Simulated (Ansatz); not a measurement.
The elements of this relaxed trial crystal are hidden behind letters.

```
lattice vectors (Å)
   3.9431    0.0000    0.0000
   0.0000    3.9431    0.0000
   0.0000    0.0000    5.4326
fractional positions
X 0.5000 0.0000 0.6610
X 0.0000 0.5000 0.3390
Z 0.0000 0.0000 0.0000
```

All numbers below come from Ansatz, DFT PBE, scalar-relativistic, plane waves, PAW. The final run on the 3-atom cell used 420 eV, a Γ-centred 12×12×10 mesh, 0.10 eV smearing and no spin polarisation.

```
Space group                                 : P-4m2 (No. 115)
Conventional cell                           : a = 3.943 Å, c = 5.433 Å
Volume per atom                             : 28.16 Å³
Density                                     : 5.14 g/cm³
Formation energy                            : −0.28 eV/atom
Gap on the 12×12×10 mesh of the 3-atom cell : 0 eV (a metal)
```

Energies are uncorrected and count from the elements' standard states at the same level.

**Question.** X is a p-block element of period 5 and Z is a p-block element of period 3. Which elements are they?

**Answer.** X = In, Z = S, so the formula is In2S. Density times volume gives a mean mass of 5.14 × 28.16/1.6605 = 87.2 u per atom, and this set has 87.2 u. Among the elements that the hints allow, noble gases aside, only these give it. Around In lie 2 S at 2.70 Å; S has 4 In at 2.70 Å.

Symmetry constrained the relaxation, so the result can be a saddle point. Another cell of In2S relaxed alike, in P-3m1, lies 17 meV/atom lower, so this cell isn't the stable form at this level.
